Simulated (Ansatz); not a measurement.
ScIr2 (cubic Laves (MgCu2 type), space group No. 227) under volume change, plane-wave PAW r²SCAN (Ansatz code), scaled uniformly.

| V (Å³/atom) | E − E(relaxed) (meV/atom) | P (GPa) |
|---|---|---|
| 15.109 | 117.7 | 27.54 |
| 15.607 | 49.3 | 16.78 |
| 16.105 | [?] | [?] |
| 16.603 | 0.0 | 0.00 |
| 17.101 | 10.4 | -6.50 |
| 17.599 | [?] | [?] |
| 18.097 | 84.0 | -16.59 |

Question: Fill in the missing entries.

Answer: 
- 17.599, E − E(relaxed) (meV/atom): 39.3
- 17.599, P (GPa): -11.98
- 16.105, E − E(relaxed) (meV/atom): 11.6
- 16.105, P (GPa): 7.69

Question: What does a third-order Birch–Murnaghan fit give for V₀, B₀ and B′?

Answer: V₀ = 16.60 Å³/atom, B₀ = 235 GPa, B′ = 4.6.

Space group Fd-3m (cubic Laves (MgCu2 type)). The workflow started from an entry of the Crystallography Open Database (COD). Whether it is the stable phase at ambient conditions was not checked. Symmetry was held in the r²SCAN relaxation; its stability against distortions is not shown here. The run is not spin-polarised. Scalar-relativistic: spin–orbit coupling is off unless named, which matters more the heavier the elements.

Potentials: the later of the program's two PAW sets.
